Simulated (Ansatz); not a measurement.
Electric field gradients in Ca$_{2}$AsI

```
CELL_PARAMETERS angstrom
2.19825 1.26916 7.45085
-2.19825 1.26916 7.45085
0.00000 -2.53832 7.45085
ATOMIC_POSITIONS crystal
Ca 0.23129 0.23129 0.23129
Ca 0.76871 0.76871 0.76871
As 0.50000 0.50000 0.50000
I 0.00000 0.00000 0.00000
```

Atom numbers follow the list: Ca1, Ca2, As3, I4.

The cell is the one relaxed in the Materials Project (mp-28554), not relaxed further here; entries there can be hypothetical.

All numbers are computed: DFT, LDA, all-electron PAW with datasets made for the crystal, scalar-relativistic (Ansatz 0.2.0); DFT, LDA, PAW with Ansatz's default frozen-core files, scalar-relativistic (Ansatz 0.2.0).

For the crystal-made all-electron datasets (AE datasets): a Γ-centred 8×8×8 k mesh, Fermi–Dirac smearing of 0.01 eV, cutoff 280 eV (chosen by the program for this cell), no spin polarisation. PAW takes a cutoff of 420 eV at this cell (files made with PBE, cores remade for this functional). The Ansatz runs share mesh, smearing and spin set-up.

No spin–orbit coupling: at heavy atoms the gradients can be off by tens of per cent for that reason.

Vzz is the principal value of largest size of the traceless field-gradient tensor, in 10²¹ V/m², and η = (Vxx − Vyy)/Vzz with |Vzz| ≥ |Vyy| ≥ |Vxx|.

```csv
site,site symmetry,"Vzz (η), AE datasets","Vzz (η), PAW"
Ca1,3m,1.66 (η = 0.00),1.64 (η = 0.00)
As3,-3m,2.54 (η = 0.00),2.52 (η = 0.00)
I4,-3m,3.13 (η = 0.00),3.11 (η = 0.00)
```

The Cartesian tensor at I4 from AE datasets, in 10²¹ V/m²:

```
-1.57  0.00  0.00
 0.00 -1.57  0.00
 0.00  0.00  3.13
```

Q: Taking Q(Ca-43) = -0.0408 b, what quadrupole coupling constant follows at Ca1 from AE datasets?

A: Cq = eQVzz/h = 24.180 MHz × -0.0408 × (1.66) = -1.64 MHz.
